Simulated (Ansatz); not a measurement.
CuCl:
```yaml
crystal:
  lattice:
    - [0.00000, 2.64498, 2.64498]
    - [2.64498, 0.00000, 2.64498]
    - [2.64498, 2.64498, 0.00000]
  atoms:
    - { symbol: Cu, position: [0.50000, 0.50000, 0.50000] }
    - { symbol: Cl, position: [0.25000, 0.25000, 0.25000] }
```

Relaxed with PBEsol. Special points in fractions of this cell's reciprocal vectors: Γ (0.000, 0.000, 0.000); X (0.500, 0.000, 0.500); U (0.625, 0.250, 0.625); K (0.375, 0.375, 0.750); L (0.500, 0.500, 0.500); W (0.500, 0.250, 0.750).

Question: List the band energies nearest the valence-band maximum at these points for PBEsol in the plane-wave PAW code Ansatz.

Answer: In eV from the valence-band maximum; about four levels below and three above (degenerate sets whole), none deeper than 8.9 eV; … stands for higher levels left out; points with the same levels are listed once.

```
k                          below           above
-  -----------------------------  --------------
Γ     -1.76 -1.76 0.00 0.00 0.00          0.55 …
X        -1.63 -1.54 -1.31 -1.31  3.25 4.48 9.01
U        -1.68 -1.59 -1.22 -1.05  4.09 5.27 8.12
L  -1.68 -1.68 -1.61 -0.67 -0.67     2.90 6.98 …
W        -1.87 -1.56 -1.32 -0.94  4.96 5.50 7.46
```

Space group F-43m (zinc blende). The cell was relaxed with PBEsol under the symmetry of its start. The run is not spin-polarised.

Potentials: the later of the program's two PAW sets.
